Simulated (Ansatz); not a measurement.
BeS:
```xyz
2
Lattice="0.0000 2.4190 2.4190 2.4190 0.0000 2.4190 2.4190 2.4190 0.0000" Properties=species:S:1:pos:R:3 pbc="T T T"
S      3.6285     3.6285     3.6285
Be     0.0000     0.0000     0.0000
```

x, y and z are the axes in which the lattice vectors are written.

Problem. Give the high-frequency dielectric tensor and the Born effective charge tensors of the independent atoms from DFPT, PBEsol in the plane-wave PAW code Ansatz.

Solution. 
ε∞:
```
5.38  0.00  0.00
0.00  5.38  0.00
0.00  0.00  5.38
```
Z* of atom 1 (S), rows: field, columns: displacement, in e:
```
-1.58   0.00   0.00
 0.00  -1.58   0.00
 0.00   0.00  -1.58
```
Z* of atom 2 (Be), rows: field, columns: displacement, in e:
```
1.58  0.00  0.00
0.00  1.58  0.00
0.00  0.00  1.58
```

Space group F-43m (zinc blende). The cell was relaxed with PBEsol under the symmetry of its start.

Potentials: the later of the program's two PAW sets.
